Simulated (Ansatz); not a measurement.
## Equation of state of Ta from a dense series

```yaml
crystal:
  lattice:
    - [-1.65128, 1.65128, 1.65128]
    - [1.65128, -1.65128, 1.65128]
    - [1.65128, 1.65128, -1.65128]
  atoms:
    - { symbol: Ta, position: [0.00000, 0.00000, 0.00000] }
```

The conventional cell has a = 3.303 Å, b = 3.303 Å, c = 3.303 Å, α = 90.00°, β = 90.00°, γ = 90.00°. Ta (atom 1) has 8 Ta at 2.86 Å as nearest neighbours.

The cell comes from COD entry 1541266, which wasn't checked; take it as a given geometry.

No spin–orbit coupling, which matters for the heavy atoms here.

Level of theory: DFT, PBEsol, all-electron LAPW, scalar-relativistic (Ansatz 0.2.0).

The runs use a Γ-centred 17×17×17 k mesh, Fermi–Dirac smearing of 0.08 eV, basis error target 0.5 meV/atom, no spin polarisation.

The cell is scaled evenly. Fractional coordinates are held (clamped ions).

```json
{"V (Å³/atom)": "16.930", "P (GPa)": "9.58"}
{"V (Å³/atom)": "16.939", "P (GPa)": "9.45"}
{"V (Å³/atom)": "17.290", "P (GPa)": "4.65"}
{"V (Å³/atom)": "17.470", "P (GPa)": "2.36"}
{"V (Å³/atom)": "17.650", "P (GPa)": "0.18"}
{"V (Å³/atom)": "17.830", "P (GPa)": "-1.89"}
{"V (Å³/atom)": "18.010", "P (GPa)": "-3.87"}
{"V (Å³/atom)": "18.190", "P (GPa)": "-5.74"}
{"V (Å³/atom)": "18.371", "P (GPa)": "-7.53"}
{"V (Å³/atom)": "18.551", "P (GPa)": "-9.22"}
{"V (Å³/atom)": "19.091", "P (GPa)": "-13.84"}
```

Problem. Fit a third-order Birch–Murnaghan curve to the pressures.

Solution. P = (3B0/2)(y^(7/2) − y^(5/2))[1 + (3/4)(B0′ − 4)(y − 1)] with y = (V0/V)^(2/3) fits within 0.01 GPa for V0 = 17.665 Å³/atom, B0 = 207.4 GPa and B0′ = 3.89.

Problem. Predict the pressure at the withheld volume, 18.731 Å³/atom.

Solution. There y = 0.9617, so the fit gives -10.84 GPa; the run gave -10.84 GPa.
